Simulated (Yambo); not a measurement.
Rb3RhF6 (space group Fm-3m, No. 225), G0W0@LDA in Yambo (2×2×2 mesh, plasmon pole; 7 Ry block, no terminator). The number N of bands in W and G is varied.

```tsv
N	x = 1/N	gap X → X (eV)	shift of the valence edge (eV)
113	0.00885	5.872	-0.997
162	0.00617	5.797	-1.051
221	0.00452	5.740	-1.151
282	0.00355	?	?
```

Question: Basis-set arguments suggest E = E∞ + A x. Fix A and E∞ from the two rows above the withheld one, predict the row at 282 bands, and test the form.

Answer: Gap: A = (5.740 − (5.797))/(0.00452 − 0.00617) = 34.5, E∞ = 5.584 eV, so 5.706 eV is predicted; the run gave 5.750 eV (miss 44 meV). The first two rows have slope 28.0, so the form doesn't hold yet over the whole range. Shift: A = (-1.151 − (-1.051))/(0.00452 − 0.00617) = 60.6, E∞ = -1.425 eV, so -1.210 eV is predicted; the run gave -1.236 eV (miss 26 meV). The first two rows have slope 20.1, so the form doesn't hold yet over the whole range. The other settings are held fixed.

Spin-orbit coupling is not included.

Geometry of the Materials Project entry, not relaxed at this level; primitive cell a = 6.444 Å, b = 6.444 Å, c = 6.444 Å, α = 60.00°, β = 60.00°, γ = 60.00°.

The structure is a Materials Project entry; no match was found in the copy of COD used, and its stability was not checked.

A shift is the quasiparticle energy of the state minus its LDA energy.
